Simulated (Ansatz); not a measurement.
**Question.** Write an Ansatz input for a single-point calculation of SrVO3 with PBE (scalar-relativistic), a cutoff of 420 eV (density cutoff 4 times that), a Γ-centred 6×6×6 mesh and Gaussian smearing of 0.05 eV, with collinear spin, starting moments 0.00, 1.00, 0.00, 0.00, 0.00 μB on the atoms in order. Forces, stress and eigenvalues are wanted, and also Löwdin populations. The structure:
```
CELL_PARAMETERS angstrom
3.8536605589 0.0000000000 0.0000000000
0.0000000000 3.8536605589 0.0000000000
0.0000000000 0.0000000000 3.8536605589
ATOMIC_POSITIONS crystal
Sr 0.5000000000 0.5000000000 0.5000000000
V 0.0000000000 0.0000000000 0.0000000000
O 0.5000000000 0.0000000000 0.0000000000
O 0.0000000000 0.5000000000 0.0000000000
O 0.0000000000 0.0000000000 0.5000000000
```

**Answer.** 
```yaml
crystal:
  lattice:
    - [3.8536605589, 0.0, 0.0]
    - [0.0, 3.8536605589, 0.0]
    - [0.0, 0.0, 3.8536605589]
  atoms:
    - { symbol: Sr, position: [0.5, 0.5, 0.5] }
    - { symbol: V, position: [0.0, 0.0, 0.0], spin: 1.0 }
    - { symbol: O, position: [0.5, 0.0, 0.0] }
    - { symbol: O, position: [0.0, 0.5, 0.0] }
    - { symbol: O, position: [0.0, 0.0, 0.5] }
basis:
  ecutwfc: 420
  ecutrho_ratio: 4
kpoints:
  mp_grid: { grid: [6, 6, 6] }
hamiltonian:
  xc: pbe
scf:
  occupations: { method: gaussian, width: 0.05 }
output:
  forces: true
  stress: true
  eigenvalues: true
  populations: true
magnetization:
  spin_polarized: true
```

Launched as:
```sh
ansatz run input.yaml --threads 4 --pin off --max-ram 7168MiB --backend cpu --events-out ev --progress --plain --runs-dir out
```

Run as written, it has 41 valence electrons, 1141 plane waves at Γ, 48 symmetry operations and 20 irreducible k-points; it took 11 SCF iterations in all. Run time: 0.7 s on 4 threads of AMD EPYC 9R45 96-Core Processor (Zen 5) (shared host), peak memory 0.45 GiB.

The chain of runs began from a cell as deposited in COD, expanded in volume.
